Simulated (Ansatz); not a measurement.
Ca (fcc, Cu type), conventional cell a = b = c = 5.5264 Å, α = β = γ = 90.00°. The calculation uses the primitive cell of 1 atom, to which meshes and values per cell refer.

Equation-of-state scan: isotropic scaling of the cell above, V₀ being its volume. Symmetry pins the atoms to their sites.

The numbers are results of PBE (plane waves to 420 eV, PAW, scalar-relativistic; Ansatz, a program for electronic structure), not measurements. k mesh 15×15×15 (Γ-centred), Fermi-Dirac smearing 0.05 eV. E stands for the smeared free energy. Ca was relaxed with its symmetry unable to fall. The PAW data are Ansatz's earlier set. ΔE is measured from the relaxed starting cell. The last digit holds for this mesh only.

```tsv
V (Å³/atom)	ΔE (meV/atom)
39.665	9.0
40.087	6.1
40.509	3.9
40.931	2.1
41.352	0.9
41.774	0.2
42.196	0.0
42.618	0.2
43.040	0.9
43.462	2.0
43.884	3.5
44.306	5.3
44.728	7.6
```

Q: What is the fitted pressure derivative B₀′?

A: 3.2.

Q: What bulk modulus B₀ follows from a third-order Birch-Murnaghan fit?

A: 17.4 GPa.

(A scan under strain: stresses follow from slopes of the energy per volume, elastic moduli from its curvatures.)
